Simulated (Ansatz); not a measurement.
ZnSe in space group Pnma (No. 62; Zn on 4c, Se on 4c), DFT-r²SCAN+D4 in the program Ansatz with PAW potentials. The conduction-band minimum lies at Γ, with 1 equivalent valley. Second derivatives d²E/dk² of the lowest band at one valley (eV·Å²), along Cartesian directions:

```csv
direction,d²E/dk²
[100],42.57
[010],52.05
[001],39.13
[110],47.33
[101],40.72
[011],45.54
```

### Question
Find the principal effective masses, the density-of-states mass and the conductivity mass.

### Answer
Off-diagonal terms follow from H_xy = H[110] − (H_xx + H_yy)/2, and m*/mₑ = 7.620 eV·Å² over each eigenvalue: 0.15, 0.18, 0.19. One valley's DOS mass (m₁m₂m₃)^(1/3) = 0.17, conductivity mass 3/(Σ 1/mᵢ) = 0.17 mₑ.

### Question
What effective density of states Nc follows at 300 K for parabolic valleys?

### Answer
Nc = 2.509e19 × 1 × (0.17)^(3/2) ≈ 1.8e18 cm⁻³.

The start of the workflow was typed in or built on a structure type; neither database checked (COD, Materials Project) lists it. It is not the phase usual at ambient conditions (space group No. 216). Symmetry was held in the r²SCAN+D4 relaxation; whether a distortion lowers the energy is not shown. Spin–orbit coupling is left out wherever it is not named.

Potentials: the later of the program's two PAW sets.

Edges and masses are those of Kohn–Sham bands, whose gap is no quasiparticle gap.
